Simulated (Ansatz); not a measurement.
BaMgF₄:
```
BaMgF4
1.0
    2.07746    -7.13951     0.00000
    2.07746     7.13951     0.00000
    0.00000     0.00000     5.75341
Ba Mg F
2 2 8
Direct
  0.14393   0.85607   0.25000
  0.85607   0.14393   0.75000
  0.59141   0.40859   0.75000
  0.40859   0.59141   0.25000
  0.68689   0.31311   0.51118
  0.31311   0.68689   0.48882
  0.31311   0.68689   0.01118
  0.68689   0.31311   0.98882
  0.50000   0.50000   0.50000
  0.50000   0.50000   0.00000
  0.08467   0.91533   0.75000
  0.91533   0.08467   0.25000
```

Relaxed with r²SCAN. Special points in fractions of this cell's reciprocal vectors: Γ (0.000, 0.000, 0.000); Y (-0.500, 0.500, 0.000); C0 (-0.271, 0.729, 0.000); Σ0 (0.271, 0.271, 0.000); Z (0.000, 0.000, 0.500); A0 (0.271, 0.271, 0.500); E0 (-0.271, 0.729, 0.500); T (-0.500, 0.500, 0.500); S (0.000, 0.500, 0.000); R (0.000, 0.500, 0.500).

Q: List the band energies nearest the valence-band maximum at these points for r²SCAN (plane waves, PAW; program Ansatz).

A: In eV from the valence-band maximum; about four levels below and three above (degenerate sets whole), none deeper than 8.9 eV; points with the same levels are listed once.

```json
[
 {"k": "Γ", "below": "-0.23 -0.11 -0.02 0.00", "above": "8.15 9.30 9.33"},
 {"k": "Y", "below": "-0.33 -0.20 -0.15 -0.10", "above": "9.01 9.26 9.48"},
 {"k": "C0", "below": "-0.26 -0.13 -0.08 -0.06", "above": "8.92 9.52 9.95"},
 {"k": "Z", "below": "-0.26 -0.26 -0.13 -0.13", "above": "9.31 9.31 9.66 9.66"},
 {"k": "A0", "below": "-0.25 -0.25 -0.02 -0.02", "above": "9.40 9.40 10.01 10.01"},
 {"k": "T", "below": "-0.33 -0.33 -0.24 -0.24", "above": "9.20 9.20 10.00 10.00"},
 {"k": "S", "below": "-0.27 -0.20 -0.06 -0.03", "above": "8.88 9.59 9.76"},
 {"k": "R", "below": "-0.21 -0.21 -0.02 -0.02", "above": "9.39 9.39 10.01 10.01"}
]
```

Space group Cmcm. The first step of the workflow began from a Materials Project structure, measured or hypothetical; the Crystallography Open Database copy checked does not list it. COD files the formula under space group No. 36, so this cell is another polymorph or a model. Whether it is the stable phase at ambient conditions was not checked. Symmetry was held in the r²SCAN relaxation; its stability against distortions is not shown here. Spin–orbit coupling is left out wherever it is not named.

Potentials: the earlier of the program's two PAW sets.
